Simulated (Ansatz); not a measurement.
Data:

ReC:
```xyz
2
Lattice="0.0000 2.1555 2.1555 2.1555 0.0000 2.1555 2.1555 2.1555 0.0000" Properties=species:S:1:pos:R:3 pbc="T T T"
Re     0.0000     0.0000     0.0000
C      2.1555     2.1555     2.1555
```

This is the PBEsol-relaxed structure.

Task: All from PBEsol in the plane-wave PAW code Ansatz, unless another level is named. Give the formation energy from the elements (no fitted shifts).

Result: 0.85 eV/atom.

Task: And the density of states at the Fermi level?

Result: 1.0 states/eV per atom (mean over ±0.08 eV).

Task: And the gap with spin–orbit coupling?

Result: none (metallic).

Space group Fm-3m (rock salt). The start of the workflow was typed in or built on a structure type; neither database checked (COD, Materials Project) lists it. Whether it is the stable phase at ambient conditions was not checked. The cell was relaxed with PBEsol under the symmetry of its start. At this level the phase is mechanically unstable. No spin polarisation was allowed. Its formation energy is positive at this level, so the cell may be metastable or incomplete. The references are the lowest solids computed at this level, not always the standard phases. Scalar-relativistic: spin–orbit coupling is off unless named, which matters more the heavier the elements.

Potentials: the earlier of the program's two PAW sets. The files were generated under PBE; for other functionals the program regenerates the frozen cores, and for LDA and PBEsol the local potential too.
